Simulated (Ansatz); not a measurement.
LuGa2Ni with scf.occupations, scf.max_iter changed

Level of theory: r2SCAN, no spin polarisation, scalar-relativistic; Ansatz, plane waves to 500 eV (PAW set soft_2), k-mesh 8×8×6. These are the settings of the reference run.

Cell:

```xyz
8
Lattice="2.0329 -4.8952 0.0000 2.0329 4.8952 0.0000 0.0000 0.0000 6.5241" Properties=species:S:1:pos:R:3 pbc="T T T"
Ga    2.0329   -3.5091    0.3467
Ga    2.0329    3.5091    6.1773
Ga    2.0329    3.5091    3.6088
Ga    2.0329   -3.5091    2.9153
Lu    2.0329   -0.7207    1.6310
Lu    2.0329    0.7207    4.8931
Ni    2.0329    2.0417    1.6310
Ni    2.0329   -2.0417    4.8931
```

The reference run of this cell is solved again as a single point with these keys changed:

| key | reference run | changed run |
| --- | --- | --- |
| scf.occupations | {method: gaussian, width: 0.05} | not typed |
| scf.max_iter | not typed | 60 |

Task: How does the changed run end?

Result: It is refused before the calculation starts. Message: Error: YAML parse error: `scf.occupations.method` is required: fixed only where the cell keeps a band gap throughout the run, explicit beside scf.occupations.values (under evaluate: without them), else a smearing such as fermi_dirac (scf.occupations.width is optional; its entry in the input reference gives the default)
